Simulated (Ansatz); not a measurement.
A film clamped to a substrate in Na

These are results of DFT r2SCAN, scalar-relativistic, plane waves, PAW in Ansatz 0.2.0, not measurements. The runs took a 500 eV cutoff, a Γ-centred 16×16×16 mesh and Gaussian smearing (0.15 eV). No spin polarisation. Energies are free energies at this smearing, counted from the undisturbed cell; pressure is positive in compression.

Zero of the scan (as given, not relaxed at this level; it stands at -0.1 GPa):

```
CELL_PARAMETERS angstrom
-2.11750 2.11750 2.11750
2.11750 -2.11750 2.11750
2.11750 2.11750 -2.11750
ATOMIC_POSITIONS crystal
Na 0.00000 0.00000 0.00000
```

The cell (1 atom, V0 = 37.98 Å³) is strained by p along both x and y and by q along z, fractional coordinates fixed. τp = (1/V0) ∂E/∂p = (σxx + σyy)(1 + p)(1 + q) and τq = (1/V0) ∂E/∂q = σzz(1 + p)², with tension positive.

```csv
p,q,ΔE (meV/atom),τp (GPa),τq (GPa)
0.000,0.000,0.00,0.12,0.06
-0.030,0.000,2.63,-0.89,-0.39
0.030,0.000,4.01,0.98,0.44
0.000,-0.030,0.56,-0.30,-0.23
0.000,0.030,1.29,0.53,0.29
```

**Question.** Get the second derivatives of the energy density.

**Answer.** Central differences give A = ∂τp/∂p = 31 GPa (C11 + C22 + 2 C12), C = ∂τq/∂q = 8.7 GPa (C33) and the cross term B = ∂τq/∂p = 13.9 GPa (C13 + C23); ∂τp/∂q = 13.8 GPa must equal B, and any difference shows higher-order terms. Steps this large leave an error of some per cent of A or C in all of these, which can swamp a small B. The ions are clamped. In a cubic crystal C11 = C = 8.7, C12 = B/2 = 6.9 GPa and A should be 2(C11 + C12) = 31 GPa; the bulk modulus is (C11 + 2 C12)/3 = 7.5 GPa.

**Question.** A film of this crystal grows with z along the normal on a substrate that imposes p. How does its thickness respond, and what does the misfit cost?

**Answer.** Count p and q from the stress-free cell. A free surface needs τq = 0, so q = −(B/C) p = -1.60 p. The energy density left is (A − B²/C) p²/2 = M p², with the biaxial modulus M = 4.4 GPa (a small difference of large numbers, so errors of a few per cent in A, B and C become tens of per cent in M); a misfit of 1 % costs 0.11 meV/atom, against 0.37 meV/atom if the thickness were held.

In a metal these slopes depend on the k mesh and the smearing.